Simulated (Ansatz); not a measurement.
AlNi:
```yaml
crystal:
  lattice:
    - [1.32004, -4.64912, 0.00000]
    - [1.32004, 4.64912, 0.00000]
    - [0.00000, 0.00000, 3.97245]
  atoms:
    - { symbol: Al, position: [0.65604, 0.34396, 0.25000] }
    - { symbol: Ni, position: [0.92182, 0.07818, 0.25000] }
    - { symbol: Al, position: [0.34396, 0.65604, 0.75000] }
    - { symbol: Ni, position: [0.07818, 0.92182, 0.75000] }
```

Relaxed with r²SCAN. Special points in fractions of this cell's reciprocal vectors: Γ (0.000, 0.000, 0.000); Y (-0.500, 0.500, 0.000); C0 (-0.270, 0.730, 0.000); Σ0 (0.270, 0.270, 0.000); Z (0.000, 0.000, 0.500); A0 (0.270, 0.270, 0.500); E0 (-0.270, 0.730, 0.500); T (-0.500, 0.500, 0.500); S (0.000, 0.500, 0.000); R (0.000, 0.500, 0.500).

### Question
List the band energies nearest the Fermi level at these points for DFT-r²SCAN in the program Ansatz with PAW potentials.

### Answer
In eV from the Fermi level; about four levels below and three above (degenerate sets whole), none deeper than 8.9 eV; points with the same levels are listed once.

| k | below | above |
|---|---|---|
| Γ | -1.40 -1.18 -1.17 -0.85 | 2.25 5.45 6.46 |
| Y | -1.59 -1.32 -1.15 -0.01 | 1.75 1.93 4.24 |
| C0 | -2.01 -1.64 -1.46 -0.34 | 0.10 3.42 3.59 |
| Z | -1.41 -1.41 -1.14 -1.14 | 2.22 2.22 10.68 10.68 |
| A0 | -0.82 -0.82 -0.18 -0.18 | 0.84 0.84 5.79 5.79 |
| T | -1.19 -1.19 -1.17 -1.17 | 7.29 7.29 8.74 8.74 |
| S | -1.66 -1.66 -1.24 -0.21 | 0.27 1.14 3.48 |
| R | -1.53 -1.53 -0.64 -0.64 | 0.11 0.11 0.70 0.70 |

Space group Cmcm. The start of the workflow was typed in or built on a structure type; neither database checked (COD, Materials Project) lists it. It is not the phase usual at ambient conditions (space group No. 221). Symmetry was held in the r²SCAN relaxation; whether a distortion lowers the energy is not shown. The workflow began spin-polarised and lost its moments.

Potentials: the earlier of the program's two PAW sets.
